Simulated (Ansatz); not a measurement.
**CaVN, a known structure type with other elements, at an estimated volume**

```yaml
crystal:
  lattice:
    - [3.45007, 0.00000, 0.00000]
    - [0.00000, 3.45007, 0.00000]
    - [0.00000, 0.00000, 7.30410]
  atoms:
    - { symbol: V, position: [0.00000, 0.50000, 0.08390] }
    - { symbol: V, position: [0.50000, 0.00000, 0.91610] }
    - { symbol: Ca, position: [0.00000, 0.50000, 0.65030] }
    - { symbol: Ca, position: [0.50000, 0.00000, 0.34970] }
    - { symbol: N, position: [0.00000, 0.50000, 0.33000] }
    - { symbol: N, position: [0.50000, 0.00000, 0.67000] }
```

Method: PBEsol, non-collinear spin; PAW, plane waves to 420 eV, 8×8×4 Γ-centred mesh, fermi-dirac occupations (width 0.1 eV) (Ansatz 0.2.0), atoms fixed.

The state carries no moments; the state need not be the lowest.

(1) Where is the largest force?

(2) What does the stress say?

(3) How is the charge shared?

(4) Is there a gap?

Origin: a known structure type with other elements, at an estimated volume, so it need not be a known compound. Caveats: atoms or cell far from equilibrium.

## Answers

(1) The largest is on N6 (and as large on other atoms): 1.50 eV/Å, components (0.00, 0.00, 1.50). It makes 0° with the line to a nearest neighbour, V2 at 1.80 Å, pointing towards it.

(2) The pressure is 1.0 GPa (compression positive), so with the atoms held at these fractions the cell would first expand; the forces are large, so a full relaxation may end otherwise. The principal stresses 0.4, 0.4, 2.3 GPa differ, so its shape would change too.

(3) Bader charges in e: Ca +1.34, V +0.26, N -1.60. In the mean Ca gives up most and N takes most.

(4) It is a metal, with about 3.5 states/eV a cell as the mean within 0.25 eV of the Fermi level, mostly V d (75 %).
